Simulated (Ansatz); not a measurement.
Input and command of a plane-wave DFT calculation in Ansatz:

```yaml
crystal:
  lattice:
    - [3.6975029066, 0.0, 0.0]
    - [0.0, 3.6975029066, 0.0]
    - [0.0, 0.0, 3.6975029066]
  atoms:
    - { symbol: Si, position: [0.0, 0.5, 0.5] }
    - { symbol: Si, position: [0.5, 0.0, 0.5] }
    - { symbol: Si, position: [0.5, 0.5, 0.0] }
    - { symbol: "N", position: [0.0, 0.0, 0.0] }
basis:
  ecutwfc: 420
kpoints:
  mp_grid: { grid: [12, 12, 12] }
hamiltonian:
  xc: pbe
scf:
  occupations: { method: gaussian, width: 0.1 }
output:
  forces: true
  stress: true
  eigenvalues: true
relax:
  adjacent_minimum: "off"
  f_tol: 0.01
  max_steps: 80
  cell: { stress_tol: 0.05 }
```

```bash
ansatz run input.yaml --threads 1 --pin off --max-ram 2560MiB --backend cpu --events-out ev --progress --plain --runs-dir out
```

Processor: Intel(R) Xeon(R) Platinum 8375C CPU @ 2.90GHz (Ice Lake), 1 thread, on a host shared with other jobs.

Problem. Estimate time, memory and problem size.

Solution. About 11 s on 1 thread of Intel(R) Xeon(R) Platinum 8375C CPU @ 2.90GHz (Ice Lake), with other jobs on the host, peak memory 0.4 GiB. It solves 13 bands at 84 k points (the mesh reduced by the symmetry that the task leaves, which can be less than the crystal's) with about 1021 plane waves (on the last cell), in 20 SCF iterations over 3 ionic steps.
